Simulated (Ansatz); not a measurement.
TiO2 (anatase)

```
TiO2
1.0
   -1.88893     1.88893     4.79189
    1.88893    -1.88893     4.79189
    1.88893     1.88893    -4.79189
Ti O
2 4
Direct
  0.50000   0.50000   0.00000
  0.25000   0.75000   0.50000
  0.29273   0.29273   0.00000
  0.04273   0.54273   0.50000
  0.45727   0.95727   0.50000
  0.70727   0.70727   0.00000
```

E(V) scan at fixed shape, V₀ the volume above. The atoms relax within the cell's symmetry.

Computed with r2SCAN (plane waves to 500 eV, PAW, scalar-relativistic; Ansatz, an electronic-structure program). k mesh 12×12×12 (Γ-centred), Fermi-Dirac smearing 0.05 eV. E stands for the smeared free energy. Compression counts positive. With the shape held, the modulus is that of even scaling; a crystal free to change shape is softer. TiO2 is run without spin polarisation. TiO2 was relaxed with its symmetry unable to fall. The zero of ΔE is the relaxed starting cell.

```csv
V (Å³/atom),ΔE (meV/atom)
10.259,89.2
10.487,withheld
10.715,29.7
10.943,12.7
11.171,3.1
11.399,0.0
11.627,2.8
11.854,11.0
12.082,23.9
12.310,41.0
12.538,61.9
```

Problem. Fit a third-order Birch-Murnaghan form (E₀, V₀, B₀, B₀′ free) to the given rows and predict ΔE at V = 10.487.

Solution. Least squares on the 10 given rows: ΔE = E₀ + (9V₀B₀/16)·y²·[2 + (B₀′ − 4)y], y = (V₀/V)^(2/3) − 1, with V₀ = 11.399 Å³/atom, B₀ = 207.1 GPa (160.2 GPa = 1 eV/Å³; the term in eV is multiplied by 1000), B₀′ = 4.45, E₀ = 0.02 meV/atom; root-mean-square residual 0.05 meV/atom. At 10.487 the fit gives 54.9 meV/atom; the calculation gives 54.9 meV/atom, the same to the digits shown. For the pressure the fit gives 20.8 GPa against the computed 20.8 GPa.

(Under strain, the slope of the energy per volume gives the stress and its curvature an elastic modulus.)
